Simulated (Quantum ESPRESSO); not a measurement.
# One change at a time to Ag3PdRe4

Calculated results; nothing here was measured. They come from Quantum ESPRESSO 7.5, a public plane-wave density functional program. Each row is one single-point run on a made-up periodic cell of eight metal atoms, with elements, volume, strain and displacements drawn at random and not relaxed, so a cell may be unstable or far from any real phase. There is no spin polarisation or spin-orbit coupling.

Settings: PBE unless stated; PseudoDojo standard norm-conserving files; Fermi-Dirac width 0.25 eV, which means electrons at about 2900 K; cutoff 1116 eV; 6 x 5 x 4 k mesh shifted half a step off Gamma. E is the free energy of the whole cell (internal energy minus TS), so a -TS column is already part of it. Stress is positive in tension, and the pressure P is minus a third of its trace.

Checks: one run of this series was repeated at a higher cutoff and on a denser mesh, which moved values by no more than 0.006 eV, 0.10 GPa and 0.004 eV/Å, and a second program with other atomic files agreed on it to 2 % rms in force and 0.5 GPa in pressure. Known limits: heavy elements are run without spin-orbit coupling, which real alloys of them have; a spin test at this wide smearing found no moment, but such smearing suppresses magnetism that the real alloy may have.

The lattice is face-centred cubic, and the cell vectors in Å are (-4.100, 0.000, 0.000); (0.000, -4.100, 4.100); (0.000, 6.150, 2.050), a volume of 137.84 Å³ in run 1. The elements on sites 1 to 8 are Re Pd Re Ag Re Ag Ag Re. Each later run makes one change to run 1 and keeps the rest. E is counted from run 1, and is n/a where other atomic files have another zero of energy.

| run | change | V (Å³) | P (GPa) | -TS (eV) | rms force (eV/Å) | largest change of a force component (eV/Å) | E (eV) |
|---|---|---|---|---|---|---|---|
| 1 | none | 137.84 | -18.13 | -1.453 | 0.352 | 0.000 | 0.000 |
| 2 | sites 6 and 8 exchanged | 137.84 | -17.62 | -1.670 | 1.065 | 2.290 | 0.337 |
| 3 | all lengths scaled by -1.88 % | 130.21 | -9.12 | -1.332 | 0.368 | 0.127 | ? |
| 4 | LDA in place of PBE | 137.84 | -30.04 | -1.477 | 0.345 | 0.056 | n/a |
| 5 | Zr on site 7 | 137.84 | -11.53 | -1.594 | 0.459 | 1.012 | n/a |
| 6 | site 8 moved by +0.07 Å along y | 137.84 | -18.00 | -1.459 | 0.408 | 0.426 | 0.080 |

## Worked estimate

Along a uniform scaling dE = -P dV. The mean of the two pressures is -13.625 GPa and the volume changes by -7.63 Å³, with 160.2 GPa to one eV/Å³. The same two rows give -V dP/dV = 158 GPa for this cell with clamped atoms, which is not the bulk modulus of a real alloy.

## Withheld value

Question: what E should run 3 give?

The estimate is -0.649 eV. The calculation gave -0.658 eV. The mean of two end points misses the curvature of P, and the finite cutoff adds a little.
